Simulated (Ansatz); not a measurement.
Relaxed-ion elastic tensor of GaAs (zinc blende, F-43m) in GPa (Voigt order), DFT-r²SCAN in the program Ansatz with PAW potentials; density 5.28 g/cm³, 22.74 Å³ per atom.

```
 117  50.0  50.0   0.0   0.0   0.0
50.0   117  50.0   0.0   0.0   0.0
50.0  50.0   117   0.0   0.0   0.0
 0.0   0.0   0.0  60.4   0.0   0.0
 0.0   0.0   0.0   0.0  60.4   0.0
 0.0   0.0   0.0   0.0   0.0  60.4
```

**Question.** Is the crystal mechanically stable?

**Answer.** Yes: the smallest eigenvalue of C is 60.4 GPa.

**Question.** Work out the Voigt, Reuss and Hill averages.

**Answer.** K_V = 72.4, K_R = 72.4, K_H = 72.4; G_V = 49.7, G_R = 45.8, G_H = 47.8 GPa.

**Question.** Give Young's modulus, Poisson's ratio, Pugh's ratio and the universal anisotropy index.

**Answer.** E = 9KG/(3K + G) = 117 GPa; ν = 0.23; K/G = 1.52 (brittle by the Pugh limit of 1.75); A_U = 5G_V/G_R + K_V/K_R − 6 = 0.42.

**Question.** Estimate the sound speeds and the Debye temperature.

**Answer.** v_l = √((K + 4G/3)/ρ) = 5080 m/s, v_t = √(G/ρ) = 3010 m/s, mean 3330 m/s; Θ = (h/k)(3n/4πV)^(1/3) v_m = 350 K.

**Question.** Give the Zener ratio and Young's modulus along [100], [110] and [111].

**Answer.** A = 2C44/(C11 − C12) = 1.79; 1/E = S11 − 2(S11 − S12 − S44/2)Γ with Γ = 0, 1/4, 1/3 gives 87.5, 123, 142 GPa.

The r²SCAN relaxation kept the symmetry of its start; phonons on a q-mesh show no instability.

Potentials: the later of the program's two PAW sets.
